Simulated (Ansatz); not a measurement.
**Mo: from a starting cell to a relaxed one**

The start is a relaxed Mo cell displaced along its unstable phonon at q = (½, ½, 0) of its primitive reciprocal cell (164i cm⁻¹), largest move 0.15 Å. The cell and all atomic positions are relaxed at zero pressure with PBE (plane waves to 420 eV, PAW, scalar-relativistic; Ansatz, a program for electronic structure). First-step values are on the input's coarse k-mesh.

Ansatz input (later rounds restart from its end on a renewed k-mesh):
Ansatz 0.2 input:
```yaml
crystal:
  lattice:
    - [2.6467887154, -5.0615248966, 0]
    - [2.6467887154, 0, 0]
    - [0, 0, 2.5202257613]
  atoms:
    - { symbol: Mo, position: [0, 0, 0.0595184774] }
    - { symbol: Mo, position: [0.5, 0, -0.0595184774] }
basis: { ecutwfc: 420, ecutrho_ratio: 4, xc_grid: 2, fft_grid_basis: typed }
kpoints: { mp_grid: { grid: [7, 14, 13] } }
hamiltonian:
  xc: pbe
  dispersion: none
  pseudopotentials: { azcp: { folder: ./paw }, kind: paw }
scf: { occupations: { method: fermi_dirac, width: 0.05 } }
relax: { f_tol: 0.01, max_steps: 100, cell: { stress_tol: 0.02 } }
output: { forces: true, stress: true }
```

How much energy is released per atom?

0.46 eV/atom.

How does the volume per atom move from start to end?

-4.4 %, from 16.88 to 16.13 Å³/atom.

Does it find its way back to the structure it was made from?

It does not go back: it reaches I4/mmm (No. 139), 0.53 eV/atom below the parent.

How do the shortest distances between atoms change?

The closest pairs of elements (up to four, under 3.6 Å), start → end: Mo–Mo 2.52 → 2.64 Å.

Is the relaxed structure metallic? Give its gap.

No gap (metallic).

Final values are on a 25×25×25 k-mesh of the relaxed cell. No spin polarisation in the result.

The run could not lose the symmetry of its start, so the end can be a saddle point.

The relaxed structure here is a generated cell of Mo: the first start was made by placing the elements on the sites of a structure type, and the end was not matched to a known phase here, so it may be hypothetical. Known forms of Mo include space group No. 229.
